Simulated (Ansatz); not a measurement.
TiHg, DFT, LDA, all-electron PAW with datasets made for the crystal, scalar-relativistic (Ansatz 0.2.0), run on 1 thread of Intel(R) Xeon(R) 6975P-C (Granite Rapids) on a shared host.

The cell comes from COD entry 1522697, which wasn't checked; take it as a given geometry. The listed cell was then made from it by scaling, straining or moving an atom.

Command: `ansatz run input.yaml --threads 1 --pin off --max-ram 3072MiB --backend cpu --events-out ev --progress --plain --runs-dir out`

```yaml
crystal:
  lattice:
    - [2.94882, 0.0, 0.0]
    - [0.0, 2.94882, 0.0]
    - [0.0, 0.0, 4.041]
  atoms:
    - { symbol: Ti, position: [0.5, 0.5, 0.5] }
    - { symbol: Hg, position: [0.0, 0.0, 0.0] }
kpoints:
  mp_grid: { grid: [14, 14, 10] }
scf:
  occupations: { method: fermi_dirac, width: 0.08 }
hamiltonian:
  xc: lda
  pseudopotentials: { kind: all_electron, datasets: crystal }
output:
  forces: true
  stress: true
  eigenvalues: true
  efg: { contact_densities: true }
```

Task: How large is the problem that the program sets up?

Result: 216 irreducible k-points, 335 plane waves at Γ, 21 bands.

Task: Estimate the wall time and the peak memory.

Result: 25 s of wall time for 12 SCF iterations, with a peak of 0.81 GiB. Times on shared machines scatter by tens of per cent.

Task: And the same cell and mesh by PAW with the default files, asked for forces, stress, eigenvalues, efg, write_density, write_potential, elf, on the same hardware?

Result: 8.2 s, peak memory 0.53 GiB.
